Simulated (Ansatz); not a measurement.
WSi2 (MoSi2 type, space group I4/mmm)

```
CELL_PARAMETERS angstrom
     -1.60147     1.60147     3.90823
      1.60147    -1.60147     3.90823
      1.60147     1.60147    -3.90823
ATOMIC_POSITIONS crystal
  W  0.00000 0.00000 0.00000
  Si 0.33452 0.33452 0.00000
  Si 0.66548 0.66548 0.00000
```

The slice is a (001) plane (indices of the conventional cell) through the point (0.665, 0.665, 0.000) (fractional), spanned by u = [101] and v = [011] in vectors of this cell: u (3.20 Å) and v (3.20 Å, at 90° to u). It covers one period; positions are fractions (u, v).

All values below come from PBEsol (plane waves to 420 eV, PAW, scalar-relativistic; Ansatz, a quantum-chemistry and plane-wave program). k mesh 20×20×20. Near the nuclei the fields are pseudised (PAW); where an atom keeps semicore shells as valence, they peak there. Spin-orbit coupling is left out, though W is heavy. The PAW data are Ansatz's earlier set. WSi2 is run without spin polarisation. WSi2 was relaxed with its symmetry unable to fall.

Task: Sketch the electron localisation function (ELF) on this plane as a map.

Result: 
```
|xxxxxxxx2244666655331100000011335566664422xxxxxx|
|xxxxxxxx4466777766442200000022446677776644xxxxxx|
|xxxxxx33668888886644221111112244668888886633xxxx|
|112244668899998877553322112233557788999988664422|
|444466889999998877553333223333557788999999886644|
|666677889999998866554433333344556688999999887766|
|666677888888887766554433333344556677888888887766|
|555566667777666655444433333344445566667777666655|
|333344445555555544444433333344444455555555444433|
|111122223333444444443333333333444444443333222211|
|000000112233333333333333333333333333333322110000|
|000000111122333333333333333333333333332211110000|
|000000112233333333333333333333333333333322110000|
|111122223333444444443333333333444444443333222211|
|333344445555555544444433333344444455555555444433|
|555566667777666655444433333344445566667777666655|
|666677888888887766554433333344556677888888887766|
|666677889999998866554433333344556688999999887766|
|444466889999998877553333223333557788999999886644|
|112244668899998877553322112233557788999988664422|
|xxxxxx33668888886644221111112244668888886633xxxx|
|xxxxxxxx4466777766442200000022446677776644xxxxxx|
|xxxxxxxx2244666655331100000011335566664422xxxxxx|
|xxxxxxxx1144666655331100000011335566664411xxxxxx|
```
Scale: ten equal steps from 0.25 (start of '0') to 0.70 (end of '9'), in the order '0123456789'. Values: electron localisation function (ELF). The map has 24 points along u (two characters each, u = 0 at the left) and 24 along v (v = 0 in the bottom row). Points within 0.5 Å of a nucleus are blanked (x), as the pseudised field means little there.
